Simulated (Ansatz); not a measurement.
A 14-atom cell of SiGe2N4 built on β-Si3N4 (relaxed group Pm) at its r2SCAN geometry, run in Ansatz at 2 levels of theory. No spin polarisation and no zero-point or thermal motion; the cell was built from a prototype and may be hypothetical.

The r2SCAN input:
```yaml
crystal:
  lattice:
    - [7.9001197767, 0.0, 0.0026760036]
    - [0.0, 3.0197448144, 0.0]
    - [-3.9477418933, 0.0, 6.8352127109]
  atoms:
    - { symbol: Si, position: [0.5903260933, 0.5, 0.8247627024] }
    - { symbol: Ge, position: [0.8298295611, 0.0, 0.2297691803] }
    - { symbol: Ge, position: [0.7649328586, 0.0, 0.5974146919] }
    - { symbol: Si, position: [0.2367122075, 0.5, 0.4107713785] }
    - { symbol: Ge, position: [0.1746149608, 0.5, 0.7620825931] }
    - { symbol: Ge, position: [0.4018468697, 0.0, 0.1753042947] }
    - { symbol: "N", position: [0.3404500118, 0.5, 0.6632482054] }
    - { symbol: "N", position: [0.6668903878, 0.0, 0.3333943737] }
    - { symbol: "N", position: [0.7001233186, 0.5, 0.6820867315] }
    - { symbol: "N", position: [0.6583876379, 0.0, 0.9598204553] }
    - { symbol: "N", position: [0.0280389318, 0.0, 0.6897717268] }
    - { symbol: "N", position: [0.9825698986, 0.5, 0.3002141979] }
    - { symbol: "N", position: [0.3015815362, 0.0, 0.3429209852] }
    - { symbol: "N", position: [0.3236957263, 0.5, 0.0284384835] }
kpoints:
  mp_grid: { grid: [4, 8, 4] }
  band_path:
    path:
      - [0.0, 0.0, 0.0]
      - [0.0, 0.5, 0.0]
      - [0.5, 0.5, 0.0]
      - [0.5, 0.0, 0.0]
      - [0.0, 0.0, 0.5]
      - [0.0, 0.5, 0.5]
      - [-0.5, 0.5, 0.5]
      - [-0.5, 0.0, 0.5]
      - [0.005208, 0.0, 0.453125]
    npoints: 1
hamiltonian:
  xc: r2scan
scf:
  occupations: { method: fixed }
  n_extra_bands: 7
output:
  forces: true
  stress: true
  eigenvalues: true
```

Main results, then, where recorded, the levels near the gap in eV from the Fermi energy (columns number the bands from 0), one row a point of the path (Γ, Z, D, B, A, E, C₂, Y₂, (0.005, 0, 0.453)):
```
Crystal: 14 atoms, lattice volume = 163.095 Å³
Symmetry: 2 space group operations
Space group: Pm (ITA 6)
```
```
Basis set: ecut = 500 eV, 4169 PW (Γ)
Bands: 59, of which v1, the nominal top of the filled ones, is band 52 counted from 1 (51 counted from 0)
k-points: 50 of 128 (time reversal used)
Free energy (F): -21575.575623 eV
Fermi energy:    8.486592 eV
--- Forces (eV/Å), atoms counted from 1 ---
  atom   1  Si    -0.00109      0.00000      0.00372
  atom   2  Ge    -0.00368      0.00000    -0.00110
  atom   3  Ge      0.00111      0.00000    -0.00290
  atom   4  Si      0.00018      0.00000      0.00007
  atom   5  Ge    -0.00006      0.00000      0.00080
  atom   6  Ge      0.00352      0.00000    -0.00082
  atom   7  N       0.00102      0.00000    -0.00073
  atom   8  N       0.00080      0.00000      0.00098
  atom   9  N     -0.00302      0.00000      0.00077
  atom  10  N       0.00034      0.00000    -0.00262
  atom  11  N       0.00054      0.00000      0.00061
  atom  12  N       0.00255      0.00000      0.00134
  atom  13  N     -0.00209      0.00000      0.00052
  atom  14  N     -0.00017      0.00000    -0.00064
--- Stress (GPa, compression-positive) ---
       -0.000848       0.000000       0.001716
        0.000000       0.002339       0.000000
        0.001721       0.000000      -0.001878
  P = ⅓ Tr σ = -0.0001 GPa (-0.001 kbar)
```
```tsv
band_47	band_48	band_49	band_50	band_51	band_52	band_53	band_54
-0.942	-0.883	-0.461	-0.389	-0.002	3.435	4.434	4.655
-1.452	-1.389	-1.361	-1.241	-1.139	4.814	5.004	5.020
-1.569	-1.332	-1.224	-1.090	-0.927	4.616	5.129	5.696
-1.288	-1.280	-0.619	-0.301	-0.010	4.404	4.744	4.754
-1.272	-1.191	-0.619	-0.328	0.000	4.117	4.626	4.767
-1.695	-1.325	-1.255	-1.025	-0.891	4.551	5.102	5.721
-1.699	-1.356	-1.272	-0.957	-0.868	4.353	4.816	5.749
-1.409	-1.247	-0.530	-0.309	-0.016	4.177	4.715	4.907
-1.270	-1.184	-0.616	-0.330	0.000	4.113	4.608	4.767
```

r2SCAN gives an indirect gap of 3.43 eV, from A to Γ; the least direct gap is 3.44 eV at Γ. Least and direct gap differ so little that the kind isn't settled.

PBE0. Against the first input these blocks differ (the band path and keys that only write files left aside):
```yaml
kpoints:
  mp_grid: { grid: [2, 6, 2] }
hamiltonian:
  xc: pbe0
```

```
Basis set: ecut = 420 eV, 3149 PW (Γ)
Bands: 59, of which v1, the nominal top of the filled ones, is band 52 counted from 1 (51 counted from 0)
k-points: 16 of 24
Exchange kernel: α = 0.2500, full range, Wigner–Seitz truncation, v(0) = 8513.7219 eV·Å³, q-mesh 2×6×2
hybrid outer 1: dexx = +6.043e-2 eV, tail = 2.27e-4 eV
hybrid outer 2: dexx = +2.263e-6 eV, tail = 8.63e-8 eV, Δε = 1.71e-3 eV, ΔF = 3.78e-3 eV/Å
hybrid outer 3: dexx = +1.823e-9 eV, tail = 5.69e-9 eV, Δε = 9.13e-5 eV, ΔF = 7.91e-5 eV/Å
Free energy (F): -21533.859182 eV
Fermi energy:    7.443720 eV
--- Forces (eV/Å), atoms counted from 1 ---
  atom   1  Si    -0.00836      0.00000    -0.04900
  atom   2  Ge      0.00876      0.00000      0.02324
  atom   3  Ge    -0.02763      0.00000      0.00622
  atom   4  Si    -0.00099      0.00000      0.03925
  atom   5  Ge      0.01237      0.00000    -0.02283
  atom   6  Ge      0.01808      0.00000    -0.00209
  atom   7  N     -0.03688      0.00000      0.01484
  atom   8  N       0.00172      0.00000    -0.00298
  atom   9  N       0.05038      0.00000    -0.03551
  atom  10  N       0.02301      0.00000      0.02698
  atom  11  N       0.01719      0.00000      0.03546
  atom  12  N     -0.06014      0.00000    -0.03335
  atom  13  N       0.00681      0.00000    -0.03677
  atom  14  N     -0.00434      0.00000      0.03654
--- Stress (GPa, compression-positive) ---
       -0.806563       0.000000      -0.002537
        0.000000      -0.725748       0.000000
       -0.002532       0.000000      -0.808276
  P = ⅓ Tr σ = -0.7802 GPa (-7.802 kbar)
```
```tsv
band_47	band_48	band_49	band_50	band_51	band_52	band_53	band_54
-0.928	-0.857	-0.481	-0.379	-0.003	5.207	6.159	6.378
-1.526	-1.455	-1.440	-1.324	-1.173	6.463	6.646	6.686
-1.645	-1.384	-1.285	-1.133	-0.955	6.337	6.784	7.443
-1.341	-1.276	-0.616	-0.291	-0.012	6.159	6.443	6.513
-1.261	-1.237	-0.616	-0.322	0.000	5.858	6.407	6.458
-1.778	-1.385	-1.304	-1.079	-0.917	6.270	6.743	7.452
-1.793	-1.429	-1.328	-0.998	-0.880	6.064	6.510	7.489
-1.411	-1.293	-0.525	-0.300	-0.017	5.918	6.462	6.614
-1.262	-1.224	-0.613	-0.323	0.000	5.856	6.384	6.460
```

With PBE0 the valence top lies at A and the conduction bottom at Γ, 5.207 eV higher; the smallest vertical gap, at Γ, is 5.210 eV. Least and direct gap differ so little that the kind isn't settled. With the atoms held, the mean pressure is -0.8 GPa (compression positive). The stress of a hybrid is loosely converged here.

The hybrids run on coarser meshes, which limits their stresses and small splittings of levels.

Totals of different functionals can't be compared.

Spin-orbit coupling is left out.

The meshes of the hybrids are coarse, so their gaps aren't converged to the digits shown.
